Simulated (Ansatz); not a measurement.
Relaxed-ion elastic tensor of TiNi (CsCl type, Pm-3m) in GPa (Voigt order), DFT-r²SCAN in the program Ansatz with PAW potentials; density 6.63 g/cm³, 13.35 Å³ per atom.

```
 199   161   161   0.0   0.0   0.0
 161   199   161   0.0   0.0   0.0
 161   161   199   0.0   0.0   0.0
 0.0   0.0   0.0  47.0   0.0   0.0
 0.0   0.0   0.0   0.0  47.0   0.0
 0.0   0.0   0.0   0.0   0.0  47.0
```

Is the crystal mechanically stable?

Yes: the smallest eigenvalue of C is 38.4 GPa.

Work out the Voigt, Reuss and Hill averages.

K_V = 173, K_R = 173, K_H = 173; G_V = 35.9, G_R = 29.8, G_H = 32.8 GPa.

Give Young's modulus, Poisson's ratio, Pugh's ratio and the universal anisotropy index.

E = 9KG/(3K + G) = 92.6 GPa; ν = 0.41; K/G = 5.29 (ductile by the Pugh limit of 1.75); A_U = 5G_V/G_R + K_V/K_R − 6 = 1.02.

Estimate the sound speeds and the Debye temperature.

v_l = √((K + 4G/3)/ρ) = 5720 m/s, v_t = √(G/ρ) = 2220 m/s, mean 2520 m/s; Θ = (h/k)(3n/4πV)^(1/3) v_m = 317 K.

Give the Zener ratio and Young's modulus along [100], [110] and [111].

A = 2C44/(C11 − C12) = 2.44; 1/E = S11 − 2(S11 − S12 − S44/2)Γ with Γ = 0, 1/4, 1/3 gives 55.6, 97.1, 129 GPa.

Solve the Christoffel equation for the three sound speeds along [100], [110], [111].

Eigenvalues of C_ijkl n_j n_l equal ρv². In km/s, slowest first: [100] 2.66, 2.66, 5.48; [110] 1.70, 2.66, 5.85; [111] 2.07, 2.07, 5.97.

The first step of the workflow began from a Materials Project structure, measured or hypothetical; the Crystallography Open Database copy checked does not list it. COD files the formula under space group No. 11, 147, so this cell is another polymorph or a model. With Ti and Ni taken as one species the cell has the higher symmetry Im-3m, so it may be an ordered model of a mixed-site phase. Its standing as an ambient phase is unchecked. The r²SCAN relaxation kept the symmetry of its start; of distortions, only those at the zone centre were tested. The run is not spin-polarised. As this level gives no gap, shear constants depend on the k-mesh and smearing (Fermi–Dirac, 0.1 eV here).

Potentials: the later of the program's two PAW sets.
